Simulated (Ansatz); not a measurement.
ZnSnO3:
```cif
data_O6Sn2Zn2
_chemical_formula_sum 'Zn2 Sn2 O6'
_space_group_name_H-M_alt 'P 1'
_space_group_IT_number 1
_cell_length_a 5.57656
_cell_length_b 5.57656
_cell_length_c 5.57656
_cell_angle_alpha 56.489
_cell_angle_beta 56.489
_cell_angle_gamma 56.489
loop_
_space_group_symop_operation_xyz
  'x, y, z'
loop_
_atom_site_label
_atom_site_type_symbol
_atom_site_fract_x
_atom_site_fract_y
_atom_site_fract_z
_atom_site_occupancy
Zn1 Zn 0.29497 0.29497 0.29497 1
Zn2 Zn 0.79497 0.79497 0.79497 1
Sn1 Sn 0.01257 0.01257 0.01257 1
Sn2 Sn 0.51257 0.51257 0.51257 1
O1 O 0.72146 0.11606 0.40523 1
O2 O 0.40523 0.72146 0.11606 1
O3 O 0.11606 0.40523 0.72146 1
O4 O 0.90523 0.61606 0.22146 1
O5 O 0.22146 0.90523 0.61606 1
O6 O 0.61606 0.22146 0.90523 1
```

Relaxed with PBEsol.

Question: Tabulate the valence density and the electron localisation function along the shortest Sn–O contact (2.05 Å), PBEsol (plane waves, PAW; program Ansatz).

Answer: 

| distance from Sn (Å) | density (e/Å³) | ELF |
|---|---|---|
| 0.20 | 13.84 | 0.00 |
| 0.31 | 10.77 | 0.00 |
| 0.41 | 7.66 | 0.02 |
| 0.51 | 5.03 | 0.05 |
| 0.61 | 3.10 | 0.11 |
| 0.72 | 1.85 | 0.17 |
| 0.82 | 1.14 | 0.19 |
| 0.92 | 0.80 | 0.21 |
| 1.02 | 0.69 | 0.26 |
| 1.13 | 0.74 | 0.40 |
| 1.23 | 0.93 | 0.62 |
| 1.33 | 1.28 | 0.76 |
| 1.43 | 1.91 | 0.81 |
| 1.54 | 2.90 | 0.79 |
| 1.64 | 4.18 | 0.72 |
| 1.74 | 5.49 | 0.59 |
| 1.84 | 6.59 | 0.41 |

The density is the valence pseudo-density with augmentation charge, so density and ELF within about 1 Å of a nucleus are not all-electron values.

Space group R3c. The PBEsol relaxation kept the symmetry of its start. Spin–orbit coupling is left out wherever it is not named.

Potentials: the later of the program's two PAW sets.
